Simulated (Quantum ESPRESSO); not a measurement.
# Al5Ti2Ag: a guest atom moved from site to site

Computed values, not a measurement. The program is pw.x of Quantum ESPRESSO 7.5 (plane-wave density functional theory). The cell is made up: eight metal atoms on a hexagonal close-packed lattice, with elements, volume, strain and displacements drawn at random and not relaxed, so it may be unstable or far from any real phase. PseudoDojo standard norm-conserving files set the functional (PBE unless stated); there is no spin polarisation or spin-orbit coupling, the Fermi-Dirac width of 0.25 eV means electrons at about 2900 K, and the masses in the input are unused placeholders. A spin test at this wide smearing found no moment, but such smearing suppresses magnetism that the real alloy may have.

The runs move one Ag atom among sites that otherwise hold Al. Cell, positions, cutoff, mesh and smearing stay as in the input of run 1; sites are counted in its order. Stress in the tables is positive in tension.

Input of run 1:

```
&control calculation='scf', pseudo_dir='./dojo.nc.sr.pbe.v0_5.standard.upf', outdir='./o', disk_io='minimal', tprnfor=.true., tstress=.true. /
&system ibrav=0, nat=8, ntyp=3, nbnd=39, ecutwfc=84.00895049, nosym=.true., tot_charge=0,
 occupations='smearing', smearing='fd', degauss=0.0183746611
/
&electrons conv_thr=1.470e-08, electron_maxstep=70, mixing_beta=0.5 /
ATOMIC_SPECIES
Ag 1.0 Ag.upf
Al 1.0 Al.upf
Ti 1.0 Ti.upf
CELL_PARAMETERS angstrom
-2.9621 0.0 0.0
0.0 5.1306 -4.7186
0.0 -5.1306 -4.7186
ATOMIC_POSITIONS angstrom
Al -0.0845 -0.0111 0.0429
Ti -0.1185 1.7376 -2.4265
Ag -0.0785 0.0901 -4.7229
Al -0.0374 1.6284 -7.1349
Al -1.4059 -0.8065 -2.4012
Al -1.406 -2.5826 -4.6513
Ti -1.4624 -0.9182 -7.0762
Al -1.5801 2.4924 -4.7779
K_POINTS automatic
9 4 4 1 1 1
```

| run | elements on sites 1 to 8 | free energy less that of run 1 (eV) | -TS (eV) | pressure (GPa) | stress xx (GPa) | stress yy (GPa) | stress zz (GPa) | stress yz (GPa) | stress xz (GPa) | stress xy (GPa) | iterations |
| --- | --- | --- | --- | --- | --- | --- | --- | --- | --- | --- | --- |
| 1 | Al Ti Ag Al Al Al Ti Al | 0.000 | -1.185 | -4.94 | 4.35 | 6.11 | 4.37 | -1.14 | 0.28 | 0.08 | 16 |
| 2 | Al Ti Al Ag Al Al Ti Al | -0.318 | -1.112 | -5.38 | 4.18 | 5.27 | 6.70 | 0.01 | 0.19 | -0.02 | 17 |
| 3 | Al Ti Al Al Ag Al Ti Al | -0.287 | -1.103 | -5.57 | 5.51 | 4.54 | 6.65 | -0.02 | 0.19 | 0.04 | 16 |
| 4 | Al Ti Al Al Al Ag Ti Al | -0.129 | -1.187 | -5.32 | 4.85 | 6.27 | 4.83 | 0.04 | 0.30 | -0.07 | 17 |
| 5 | Al Ti Al Al Al Al Ti Ag | -0.089 | -1.187 | -5.13 | 4.54 | 6.38 | 4.48 | -0.33 | 0.12 | -0.17 | 17 |

Forces Fx Fy Fz (eV/Å):

```
site              run 1             run 2             run 3             run 4             run 5
   1   0.15 -0.04 -0.18  0.18 -0.12 -0.21  0.14 -0.05 -0.29  0.13 -0.06 -0.33  0.18 -0.13 -0.23
   2     0.44 0.22 1.02   0.49 -0.22 0.48    0.47 0.46 0.46   0.46 -0.32 0.08   0.46 -0.28 0.93
   3   0.12 -0.30 -0.15  0.14 -0.45 -0.29  0.11 -0.42 -0.20  0.13 -0.42 -0.29  0.13 -0.35 -0.21
   4     0.11 0.04 0.15    0.09 0.51 0.15    0.10 0.02 0.20    0.09 0.10 0.24    0.11 0.07 0.14
   5   -0.27 -0.14 0.31   -0.25 0.11 0.20  -0.22 -0.42 0.18   -0.24 0.01 0.25   -0.25 0.03 0.14
   6   -0.19 0.04 -0.76  -0.22 0.18 -0.78  -0.23 0.03 -0.82   -0.18 0.04 0.00  -0.23 0.11 -0.75
   7  -0.41 -0.26 -0.60  -0.46 -0.47 0.09   -0.42 0.07 0.08  -0.42 0.27 -0.26   -0.41 0.25 0.40
   8     0.04 0.43 0.19    0.03 0.46 0.37    0.03 0.31 0.39    0.03 0.40 0.32   0.01 0.30 -0.43
```

The sites are displaced and not relaxed, so the energy differences mix bonding between neighbours with strain and are not ordering energies. A rerun of one cell of this series at a higher cutoff and on a denser mesh moved values by no more than 0.003 eV in energy, 0.23 GPa in stress and 0.010 eV/Å in force, and a second program with other atomic files agreed on that cell to 2 % rms in force and 0.5 GPa in pressure.